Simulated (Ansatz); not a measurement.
A geometry of AlRu away from equilibrium: step 2 of the relaxation of a relaxed AlRu cell, doubled along one cell vector, shaken by Gaussian noise of σ = 0.08 Å a coordinate. These are PBEsol (plane waves to 420 eV, PAW, scalar-relativistic; Ansatz, a quantum-chemistry and plane-wave program) values and carry that method's errors. Γ-centred k-mesh 6×11×11 on the run's cell (coarser than for final values), Fermi–Dirac smearing 0.05 eV.

```
CELL_PARAMETERS angstrom
      5.93456    -0.01248     0.03075
     -0.00624     2.96007     0.02234
      0.01537     0.02234     2.95888
ATOMIC_POSITIONS crystal
  Al 0.99101 0.96709 0.01730
  Al 0.49001 0.00439 0.99340
  Ru 0.24726 0.47687 0.50316
  Ru 0.75074 0.50153 0.48493
```

What forces act on the atoms (eV/Å)?


```csv
atom,Fx,Fy,Fz
Al1,0.57,0.71,-0.73
Al2,0.50,-0.44,0.07
Ru3,-0.29,0.36,-0.05
Ru4,-0.78,-0.63,0.70
```

What is the pressure?

+4.3 GPa, compression positive.

How far above the relaxed end point is this geometry?

0.03 eV/atom; the path ends in Pm-3m (No. 221) (CsCl type).

No spin polarisation in the result.
